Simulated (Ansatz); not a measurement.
# Si2B: rattling a relaxed structure

It was reached by relaxing an invented guess, and it needn't be the stable form of this composition.

The calculation used DFT PBE+D3(BJ), scalar-relativistic, plane waves, PAW in Ansatz 0.2.0. Settings: cutoff 420 eV, Γ-centred mesh 15×15×1 on the computed 6-atom cell, Gaussian smearing of 0.10 eV; no spin polarisation.

The cell below (6 atoms, layer group p-3m1 (No. 72)) is relaxed within its symmetry. This is a two-dimensional sheet: the third axis spans vacuum and isn't periodic.

```xyz
6
Lattice="3.1703 0.0000 0.0000 -1.5851 2.7455 0.0000 0.0000 0.0000 37.8817" Properties=species:S:1:pos:R:3 pbc="T T F"
Si    0.0000    1.8304    7.7409
Si    1.5851    0.9152    9.8103
Si    1.5851    0.9152   12.1897
Si    0.0000    0.0000   14.2591
B     0.0000    0.0000    8.9350
B     0.0000    1.8304   13.0650
```

For the test a repeat of it with 12 atoms (edges 6.34, 3.17 Å) was strained at random (σ = 1.5 % a component), the atoms were moved at random (σ = 0.15 Å), and all was relaxed again on a coarse 8×8×1 mesh (in the run’s order of axes) with 0.20 eV smearing, with no symmetry imposed.

**Question.** Does it come back?

**Answer.** It returns, within 1 meV/atom of the unmoved cell on that mesh and with the same symmetry when read at 0.1 Å (C2/m at 0.01 Å, so small strains and shifts remain). No instability shows in this cell; modes of other wave vectors, which need another repeat, aren't tested.
